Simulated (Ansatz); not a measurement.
CdAsPt5:
```yaml
crystal:
  lattice:
    - [3.98106, 0.00000, 0.00000]
    - [0.00000, 3.98106, 0.00000]
    - [0.00000, 0.00000, 7.22733]
  atoms:
    - { symbol: Cd, position: [0.50000, 0.50000, 0.00000] }
    - { symbol: As, position: [0.00000, 0.00000, 0.50000] }
    - { symbol: Pt, position: [0.00000, 0.50000, 0.28647] }
    - { symbol: Pt, position: [0.00000, 0.50000, 0.71353] }
    - { symbol: Pt, position: [0.50000, 0.00000, 0.28647] }
    - { symbol: Pt, position: [0.50000, 0.00000, 0.71353] }
    - { symbol: Pt, position: [0.00000, 0.00000, 0.00000] }
```

Relaxed with r²SCAN. Special points in fractions of this cell's reciprocal vectors: Γ (0.000, 0.000, 0.000); X (0.000, 0.500, 0.000); M (0.500, 0.500, 0.000); Z (0.000, 0.000, 0.500); R (0.000, 0.500, 0.500); A (0.500, 0.500, 0.500).

Q: List the band energies nearest the Fermi level at these points for r²SCAN in the plane-wave PAW code Ansatz.

A: In eV from the Fermi level; about four levels below and three above (degenerate sets whole), none deeper than 8.9 eV; points with the same levels are listed once.

```json
[
 {"k": "Γ", "below": "-0.84 -0.83 -0.83 -0.83", "above": "0.07 0.07 0.58"},
 {"k": "X", "below": "-1.76 -1.69 -0.78 -0.43", "above": "0.06 0.61 1.00"},
 {"k": "M", "below": "-1.13 -0.99 -0.13 -0.13", "above": "0.45 1.22 1.62 1.62"},
 {"k": "Z", "below": "-1.56 -0.91 -0.89 -0.04", "above": "0.44 0.58 0.60"},
 {"k": "R", "below": "-1.55 -1.47 -1.12 -0.57", "above": "1.61 2.83 3.68"},
 {"k": "A", "below": "-1.10 -1.03 -0.59 -0.58", "above": "1.11 1.11 1.38"}
]
```

Space group P4/mmm. The workflow started from a Materials Project entry (that database holds measured and hypothetical structures alike); the Crystallography Open Database copy checked does not list it. Whether it is the stable phase at ambient conditions was not checked. The r²SCAN relaxation kept the symmetry of its start; whether a distortion lowers the energy is not shown. No spin polarisation was allowed. Scalar-relativistic: spin–orbit coupling is off unless named, which matters more the heavier the elements.

Potentials: the later of the program's two PAW sets.
